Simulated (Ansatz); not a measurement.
SiO2 (rutile)

```yaml
crystal:
  lattice:
    - [4.23588, 0.00000, 0.00000]
    - [0.00000, 4.23588, 0.00000]
    - [0.00000, 0.00000, 2.68991]
  atoms:
    - { symbol: Si, position: [0.50000, 0.50000, 0.50000] }
    - { symbol: Si, position: [0.00000, 0.00000, 0.00000] }
    - { symbol: O, position: [0.80699, 0.80699, 0.50000] }
    - { symbol: O, position: [0.30699, 0.69301, 0.00000] }
    - { symbol: O, position: [0.69301, 0.30699, 0.00000] }
    - { symbol: O, position: [0.19301, 0.19301, 0.50000] }
```

The slice is a (-1 1 0) plane (indices of the conventional cell) through the point (0.000, 0.000, 0.000) (fractional), spanned by u = [001] and v = [110] in vectors of this cell: u (2.69 Å) and v (5.99 Å, at 90° to u). It covers one period; positions are fractions (u, v).

Level of theory: PBE (plane waves to 420 eV, PAW, scalar-relativistic; Ansatz, a program for electronic structure). k mesh 8×8×12. Inside the PAW spheres the values are not all-electron values, and peaks at nuclei hang on which shells count as valence. SiO2 was relaxed with its symmetry unable to fall. The PAW data are Ansatz's earlier set.

Three fields on this plane, each scaled to ten steps between its own extremes (0 low, 9 high; the total valence density on a logarithmic scale, the potential cut 8 eV below its top; x marks points blanked near nuclei; v = 0 in the bottom row):

Map A
```
|xxxx111111xxx|
|xxx34433443xx|
|xx358xxxx853x|
|1148xxxxxx841|
|0139xxxxxx931|
|0028xxxxxx820|
|0014xxxxxx410|
|00015xxxx5100|
|0000135531000|
|1110001100011|
|222100xx00122|
|2221xxxxxx122|
|1110xxxxxx011|
|0000xxxxxx000|
|1110xxxxxx011|
|2221xxxxxx122|
|222100xx00122|
|1110001100011|
|0000135531000|
|00015xxxx5100|
|0014xxxxxx410|
|0028xxxxxx820|
|0139xxxxxx931|
|1148xxxxxx841|
|xx358xxxx853x|
|xxx34433443xx|
|xxxx111111xxx|
|xxxx000000xxx|
```

Map B
```
|xxxx002200xxx|
|xxx00000000xx|
|xx000xxxx000x|
|0000xxxxxx000|
|1230xxxxxx032|
|6660xxxxxx066|
|9985xxxxxx589|
|99970xxxx0799|
|9986300003689|
|8852000000258|
|762000xx00026|
|5300xxxxxx003|
|3200xxxxxx002|
|3100xxxxxx001|
|3200xxxxxx002|
|5300xxxxxx003|
|762000xx00026|
|8852000000258|
|9986300003689|
|99970xxxx0799|
|9985xxxxxx589|
|6660xxxxxx066|
|1230xxxxxx032|
|0000xxxxxx000|
|xx000xxxx000x|
|xxx00000000xx|
|xxxx002200xxx|
|xxxx002200xxx|
```

Map C
```
|xxxx531135xxx|
|xxx42111124xx|
|xx410xxxx014x|
|5410xxxxxx014|
|2100xxxxxx001|
|0002xxxxxx200|
|0002xxxxxx200|
|00012xxxx2100|
|0011211112110|
|0123556655321|
|113589xx98531|
|1247xxxxxx742|
|1258xxxxxx852|
|2258xxxxxx852|
|1258xxxxxx852|
|1247xxxxxx742|
|113589xx98531|
|0123556655321|
|0011211112110|
|00012xxxx2100|
|0002xxxxxx200|
|0002xxxxxx200|
|2100xxxxxx001|
|5410xxxxxx014|
|xx410xxxx014x|
|xxx42111124xx|
|xxxx531135xxx|
|xxxx642246xxx|
```

Problem. Assign the maps to these fields: density of the lowest conduction band (whole band as if filled, smooth part); density of the highest valence band (whole band, smooth part); electrostatic potential energy of an electron, from the cell's mean.

Solution. A is the density of the highest valence band (whole band, smooth part); B is the electrostatic potential energy of an electron, from the cell's mean; C is the density of the lowest conduction band (whole band as if filled, smooth part).
